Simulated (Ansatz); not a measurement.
YAl$_{2}$:
```
CELL_PARAMETERS angstrom
      0.00000     3.92748     3.92748
      3.92748     0.00000     3.92748
      3.92748     3.92748     0.00000
ATOMIC_POSITIONS crystal
  Y  0.25000 0.25000 0.25000
  Y  0.00000 0.00000 0.00000
  Al 0.62500 0.12500 0.62500
  Al 0.62500 0.62500 0.62500
  Al 0.12500 0.62500 0.62500
  Al 0.62500 0.62500 0.12500
```

Relaxed with r²SCAN.

Q: Map the electron localisation function on the plane through (0.250, 0.250, 0.250) spanned by u = [1, 0, 0] and v = [-1, 1, 1] in lattice vectors, from plane-wave PAW r²SCAN (Ansatz code).

A: x is the fraction of u, y of v (the angle between them is 90°; rows are the nearest grid lines); atoms in the plane: Y at (0.00, 0.00), Y at (0.50, 0.75), Al at (0.75, 0.38), Al at (0.25, 0.38).
```
|-+%@@*..:=**#####**=:..*@@%+-|
|@@@@%=..:---:::::---:..=%@@@@|
|@@@%*:..::.........::..:*%@@@|
|+=-:..... .:=***=:. .....:-=+|
|....:::..:*@@@@@@@*:..:::....|
|---==-:..=%@@@%@@@%=..:-==---|
|####*=:..+@@@+-+@@@*..:=*####|
|%%%#*+-..-#@@@@@@@#-..-+*#%%%|
|%%##*+=:. .=#%%%#=. .:=+*##%%|
|####*+=-:. .:-=-:. .:-=+*####|
|********+=-:.....:-=+********|
|+++***######*****######***+++|
|+++****+**#%%%%%%%#**+****+++|
|***+-.   .=#%%%%%#=.   .-+***|
|###=  : . .+#%%%#+. : . .=###|
|%%#+. ... .=*###*=. ..: .+#%%|
|%%%#+:   .-+++++++-.   :+#%%%|
|######******+++++******######|
|---=+*******+++++*******+=---|
|...::=++*************++=::...|
|+=-.. .-=+*#######*+=-. ..-=+|
|@@@%+: .-+*#%%%%%#*+-. .+%@@@|
|@@@@%-..:+*#%%%%%#*+:..-%@@@@|
|-+%@@*..:=**#####**=:..*@@%+-|
```
Scale: ten equal steps from 0.005 (start of ' ') to 0.859 (end of '@'), in the order ' .:-=+*#%@'; x runs from 0.000 to 1.00, y from 0.000 (bottom) to 1.00 (top).

The density is the valence pseudo-density with augmentation charge, so density and ELF within about 1 Å of a nucleus are not all-electron values.

Space group Fd-3m (cubic Laves (MgCu2 type)). The first step of the workflow began from a Materials Project structure, measured or hypothetical; the Crystallography Open Database copy checked does not list it. Its standing as an ambient phase is unchecked. The r²SCAN relaxation kept the symmetry of its start; its stability against distortions is not shown here. The run is not spin-polarised.

Potentials: the later of the program's two PAW sets.
